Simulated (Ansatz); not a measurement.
Sn:
```cif
data_Sn8
_chemical_formula_sum 'Sn8'
_space_group_name_H-M_alt 'Fd-3m :1'
_space_group_IT_number 227
_space_group_name_Hall 'F 4d 2 3 -1d'
_cell_length_a 6.47374
_cell_length_b 6.47374
_cell_length_c 6.47374
_cell_angle_alpha 90.000
_cell_angle_beta 90.000
_cell_angle_gamma 90.000
loop_
_atom_site_label
_atom_site_type_symbol
_atom_site_symmetry_multiplicity
_atom_site_Wyckoff_symbol
_atom_site_fract_x
_atom_site_fract_y
_atom_site_fract_z
_atom_site_occupancy
Sn1 Sn 8 a 0.00000 0.00000 0.00000 1
```
(The calculation used a cell of 2 atoms; values per cell refer to that cell.)

Relaxed with LDA.

Task: Decompose the optical modes at the zone centre into irreducible representations, and say which are infrared and Raman allowed.

Result: Point group m-3m: Γ_opt = T2g. Infrared: none. Raman: T2g.

Task: Assign frequencies (DFPT, the program Ansatz at the LDA level (PAW)).

Result: T2g 185 cm⁻¹.

This is a known low-temperature phase of the composition, computed here at zero pressure and temperature. The LDA relaxation kept the symmetry of its start; phonons on a q-mesh show no instability. As this level gives no gap, phonon frequencies hold no LO–TO term and depend on the k-mesh and smearing (Fermi–Dirac, 0.1 eV here). Spin–orbit coupling is left out wherever it is not named.

Potentials: the earlier of the program's two PAW sets.
